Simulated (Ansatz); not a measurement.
Ga2O3 in the corundum structure, relaxed with r2SCAN in Ansatz. It is trigonal, R-3c (No. 167); conventional cell a = 4.985 Å, c = 13.442 Å, 9.64 Å³ an atom. Ga is surrounded by 6 O at 1.93–2.07 Å; O is surrounded by 4 Ga at 1.93–2.07 Å.

The axes x, y and z are those of this cell:
```yaml
crystal:
  lattice:
    - [2.49226, 1.43891, 4.48064]
    - [-2.49226, 1.43891, 4.48064]
    - [0.00000, -2.87781, 4.48064]
  atoms:
    - { symbol: Ga, position: [0.85543, 0.85543, 0.85543] }
    - { symbol: Ga, position: [0.35543, 0.35543, 0.35543] }
    - { symbol: Ga, position: [0.14457, 0.14457, 0.14457] }
    - { symbol: Ga, position: [0.64457, 0.64457, 0.64457] }
    - { symbol: O, position: [0.44637, 0.05363, 0.75000] }
    - { symbol: O, position: [0.05363, 0.75000, 0.44637] }
    - { symbol: O, position: [0.55363, 0.94637, 0.25000] }
    - { symbol: O, position: [0.25000, 0.55363, 0.94637] }
    - { symbol: O, position: [0.94637, 0.25000, 0.55363] }
    - { symbol: O, position: [0.75000, 0.44637, 0.05363] }
```

Unstrained: PBE gives an indirect gap of 2.854 eV, from Γ–S₀ (0.45 of the way from Γ) to Γ; the least direct gap is 3.106 eV at Γ. With r2SCAN the valence top lies at Γ–S₀ (0.45 of the way from Γ) and the conduction bottom at Γ, 3.551 eV higher; the smallest vertical gap, at Γ, is 3.806 eV. With HSE06 the valence top lies at Γ–S₀ (0.45 of the way from Γ) and the conduction bottom at Γ, 4.622 eV higher; the smallest vertical gap, at Γ, is 4.870 eV. Meshes: PBE 6×6×6, r2SCAN 6×6×6, HSE06 4×4×4. Strains are changes of length per length. After each strain the atoms were relaxed again with r2SCAN within the symmetry that the strain leaves, so tilts or polar shifts that break it weren't tested; points keep the names that they have in the unstrained zone. No spin polarisation and no zero-point or thermal motion.

(1) For epitaxial -1.0 % in the xy plane, how far does the free direction move, and what happens to the gap?

(2) Estimate what epitaxial -3.0 % in the xy plane, free normal strain +2.29 % does to the gap.

(3) For epitaxial +1.0 % in the xy plane, how far does the free direction move, and what happens to the gap?

(4) Apply epitaxial +3.0 % in the xy plane, free normal strain -2.07 %. How far does the gap move, against the unstrained cell?

(5) Estimate what epitaxial -2.0 % in the xy plane, free normal strain +1.51 % does to the gap.

(6) Estimate what epitaxial +2.0 % in the xy plane, free normal strain -1.41 % does to the gap.

(7) Order the strained cells by their HSE06 gap, smallest first.
A. epitaxial +1.0 % in the xy plane
B. epitaxial -1.0 % in the xy plane
C. epitaxial +2.0 % in the xy plane
D. epitaxial -2.0 % in the xy plane
E. epitaxial -3.0 % in the xy plane
F. epitaxial +3.0 % in the xy plane

## Answers

(1) The normal strain at zero normal stress is +0.74 %, 0.74 of the in-plane strain with the sign turned. PBE: the gap goes from 2.854 to 3.001 eV (+0.147 eV). r2SCAN: the gap goes from 3.551 to 3.706 eV (+0.155 eV). HSE06: the gap goes from 4.622 to 4.784 eV (+0.162 eV).

(2) PBE: the gap goes from 2.854 to 3.226 eV (+0.372 eV); the edges go from Γ–S₀ (0.45) → Γ to Γ–S₀ (0.40) → Γ. r2SCAN: the gap goes from 3.551 to 3.946 eV (+0.395 eV); the edges go from Γ–S₀ (0.45) → Γ to Γ–S₀ (0.40) → Γ. HSE06: the gap goes from 4.622 to 5.039 eV (+0.417 eV); the edges go from Γ–S₀ (0.45) → Γ to Γ–S₀ (0.40) → Γ. The r2SCAN energy rises by 28.4 meV an atom.

(3) The normal strain at zero normal stress is -0.72 %, 0.72 of the in-plane strain with the sign turned. PBE: the gap goes from 2.854 to 2.684 eV (-0.170 eV); the edges go from Γ–S₀ (0.45) → Γ to (0, 0.161, -1/6) → Γ. r2SCAN: the gap goes from 3.551 to 3.372 eV (-0.179 eV); the edges go from Γ–S₀ (0.45) → Γ to (0, 0.161, -1/6) → Γ. HSE06: the gap goes from 4.622 to 4.435 eV (-0.187 eV); the edges go from Γ–S₀ (0.45) → Γ to (0, 0.161, -1/6) → Γ.

(4) PBE: the gap goes from 2.854 to 2.286 eV (-0.568 eV); the edges go from Γ–S₀ (0.45) → Γ to (0, 0.146, -0.151) → Γ. r2SCAN: the gap goes from 3.551 to 2.951 eV (-0.600 eV); the edges go from Γ–S₀ (0.45) → Γ to (0, 0.146, -0.151) → Γ. HSE06: the gap goes from 4.622 to 3.994 eV (-0.628 eV); the edges go from Γ–S₀ (0.45) → Γ to (0, 0.146, -0.151) → Γ. The r2SCAN energy rises by 25.6 meV an atom.

(5) PBE: the gap goes from 2.854 to 3.125 eV (+0.271 eV); the edges go from Γ–S₀ (0.45) → Γ to Γ–S₀ (0.42) → Γ. r2SCAN: the gap goes from 3.551 to 3.837 eV (+0.286 eV); the edges go from Γ–S₀ (0.45) → Γ to Γ–S₀ (0.42) → Γ. HSE06: the gap goes from 4.622 to 4.922 eV (+0.300 eV); the edges go from Γ–S₀ (0.45) → Γ to Γ–S₀ (0.42) → Γ. The r2SCAN energy rises by 12.4 meV an atom.

(6) PBE: the gap goes from 2.854 to 2.493 eV (-0.361 eV); the edges go from Γ–S₀ (0.45) → Γ to Γ–S₀ (0.42) → Γ. r2SCAN: the gap goes from 3.551 to 3.171 eV (-0.380 eV); the edges go from Γ–S₀ (0.45) → Γ to Γ–S₀ (0.42) → Γ. HSE06: the gap goes from 4.622 to 4.225 eV (-0.397 eV); the edges go from Γ–S₀ (0.45) → Γ to Γ–S₀ (0.42) → Γ. The r2SCAN energy rises by 11.6 meV an atom.

(7) F (3.99 eV), C (4.22 eV), A (4.44 eV), B (4.78 eV), D (4.92 eV), E (5.04 eV).

Where an edge lies off the special points, it is a point of the mesh or the k point where a search put PBE's edge or least direct gap, reused for the other functionals, whose own edges may lie a little apart.

The meshes of the hybrids are coarse, so their gaps aren't converged to the digits shown.
